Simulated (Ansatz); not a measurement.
What DFT gives for H4NF

```yaml
crystal:
  lattice:
    - [4.50778, 0.00000, 0.00000]
    - [-2.25389, 3.90385, 0.00000]
    - [0.00000, 0.00000, 7.27382]
  atoms:
    - { symbol: N, position: [0.33330, 0.66670, 0.37350] }
    - { symbol: N, position: [0.66660, 0.33330, 0.87350] }
    - { symbol: H, position: [0.33330, 0.66670, 0.23080] }
    - { symbol: H, position: [0.66660, 0.33330, 0.73080] }
    - { symbol: H, position: [0.45830, 0.54170, 0.42140] }
    - { symbol: H, position: [0.91660, 0.45830, 0.92140] }
    - { symbol: H, position: [0.45830, 0.91660, 0.42140] }
    - { symbol: H, position: [0.54170, 0.45830, 0.92140] }
    - { symbol: H, position: [0.08340, 0.54170, 0.42140] }
    - { symbol: H, position: [0.54170, 0.08340, 0.92140] }
    - { symbol: F, position: [0.33330, 0.66670, 0.00000] }
    - { symbol: F, position: [0.66660, 0.33330, 0.50000] }
```

The numbers come from plane-wave PAW DFT (Ansatz): r2SCAN, no spin polarisation, 500 eV, 7×7×4 Γ-centred k points, fermi-dirac occupations (width 0.0817 eV). Nothing was relaxed.

(1) Is there a gap, and of what kind?

(2) Give the Bader charges.

(3) Where is the largest force?

(4) What do density and ELF say about some of the short contacts?

Origin: a database entry at a rescaled volume. Caveats: the exchange-correlation potential is rough where the density is thin.

## Answers

(1) The gap is 6.41 eV, indirect (the least direct gap found is 6.60 eV).

(2) Bader charges in e: H +0.52, N -1.26, F -0.83. In the mean H gives up most and N takes most.

(3) The largest is on H4 (and as large on other atoms): 0.21 eV/Å, components (0.00, 0.00, -0.21). It makes 180° with the line to a nearest neighbour, N2 at 1.04 Å, pointing away from it.

(4) N–H at 1.04 Å: least valence density 2.15 e/Å³ and ELF 0.99 there, a shared, covalent-like contact. F–H at 1.68 Å: least valence density 0.30 e/Å³ and ELF 0.14 there, a closed-shell (ionic or weak) contact. Both are smooth PAW fields, read partly inside the augmentation spheres.
